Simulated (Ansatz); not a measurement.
Question: Name crystals whose computed values (the program Ansatz at the LDA level (PAW)) fall in these windows: highest Γ mode, no LO–TO term (cm⁻¹) 190 to 250; electron conductivity mass (mₑ) 0.30 to 0.40.

Answer: 

```
crystal                                        highest Γ mode, no LO–TO term (cm⁻¹)  electron conductivity mass (mₑ)
---------------------------------------------  ------------------------------------  -------------------------------
Sb2Se3, Pnma (Pearson symbol oP20)                                              214                             0.35
CaS, rock salt                                                                  243                             0.38
CaSe, rock salt                                                                 192                             0.36
LiBr, rock salt                                                                 196                             0.34
LaTeCl, P4/nmm (La on 2c, Te on 2c, Cl on 2a)                                   243                             0.40
```
Others may fit too.

Standing as an ambient phase not checked: LaTeCl, P4/nmm (La on 2c, Te on 2c, Cl on 2a). Weakly bound layers, chains or molecules computed without a dispersion correction, so cells and soft constants are ill determined: Sb2Se3, Pnma (Pearson symbol oP20). All cells were relaxed under the symmetry of their starts (and spin orders); stability against distortions was not tested throughout. Scalar-relativistic: spin–orbit coupling is off unless named, which matters more the heavier the elements.

Potentials: the later of the program's two PAW sets.
